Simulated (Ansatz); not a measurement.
Method: Ansatz, DFT PBE, scalar-relativistic, plane waves, PAW. All cells share a 420 eV cutoff and Γ-centred k meshes spaced at most about 0.3 Å⁻¹ (about 0.25 or finer for metals, 2π included). No spin polarisation in the final relaxations.

These are static total energies at zero pressure.

Two forms of Ti3Si4Ni were relaxed alike.

A.

```yaml
crystal:
  lattice:
    - [3.64300, 0.00000, 0.00000]
    - [0.00000, 6.83490, 0.00000]
    - [0.00000, 0.00000, 4.59687]
  atoms:
    - { symbol: Ti, position: [0.00000, 0.50000, 0.00000] }
    - { symbol: Ti, position: [0.50000, 0.50000, 0.49003] }
    - { symbol: Ti, position: [0.00000, 0.00000, 0.13120] }
    - { symbol: Si, position: [0.00000, 0.77537, 0.60205] }
    - { symbol: Si, position: [0.00000, 0.22463, 0.60205] }
    - { symbol: Si, position: [0.50000, 0.24607, 0.98495] }
    - { symbol: Si, position: [0.50000, 0.75393, 0.98495] }
    - { symbol: Ni, position: [0.50000, 0.00000, 0.61076] }
```

B.

```yaml
crystal:
  lattice:
    - [4.88452, 0.00000, 0.00000]
    - [0.00000, 3.63104, 0.00000]
    - [-1.33548, 0.00000, 6.58243]
  atoms:
    - { symbol: Ti, position: [0.96806, 0.00000, 0.45947] }
    - { symbol: Ti, position: [0.48842, 0.50000, 0.56539] }
    - { symbol: Ti, position: [0.86314, 0.00000, 0.96329] }
    - { symbol: Si, position: [0.45603, 0.00000, 0.25251] }
    - { symbol: Si, position: [0.34265, 0.00000, 0.79627] }
    - { symbol: Si, position: [0.00429, 0.50000, 0.72626] }
    - { symbol: Si, position: [0.07988, 0.50000, 0.22595] }
    - { symbol: Ni, position: [0.39154, 0.50000, 0.01087] }
```

Question: Which form is favoured at zero pressure, and by what margin per atom?

Answer: B is lower, by 56 meV/atom. A has space group Pmm2 (No. 25), 14.3 Å³/atom and no gap on its mesh; B has space group Pm (No. 6), 14.6 Å³/atom and no gap. Counting Si atoms around Ni and Ti (those within 1.25 times the shortest such distance or 1.15 times the sum of covalent radii, 1.27 where that leaves under three; a plus sign parts nearer from farther groups; a slash parts the counts of unlike sites), A has Ti 6/8, Ni 6 and B has Ti 6+1/7/6+2, Ni 6. A and B both hold Si–Si chains. In A, around Ti on its first site lie 6 Si at 2.52–2.62 Å and 4 Ti at 2.90–2.97 Å; Si on its first site has 2 Ni at 2.38 Å, 2 Si at 2.54 Å, 4 Ti at 2.62–2.67 Å, 1 Ti at 2.88 Å and 1 Si at 3.07 Å; Ni is surrounded by 6 Si at 2.38–2.41 Å and 4 Ti at 2.86–3.01 Å; 3 more sites not described. In B, around Ti on its first site lie 6 Si at 2.53–2.61 Å and 1 Si at 2.99 Å; around Si on its first site lie 2 Ni at 2.41 Å, 2 Si at 2.56 Å, 3 Ti at 2.61–2.76 Å, 3 Ti at 2.99–3.15 Å and 1 Si at 3.00 Å; around Ni lie 6 Si at 2.30–2.41 Å and 5 Ti at 3.00–3.12 Å; 5 more sites not described. Both come from invented guesses.

Trial moments died out on the coarse mesh in Pmm2 and Pm; another magnetic start might hold. Cells relaxed within their symmetry can be saddle points. The Pm cell of Ti3Si4Ni came from shaking the Pmm2 one.
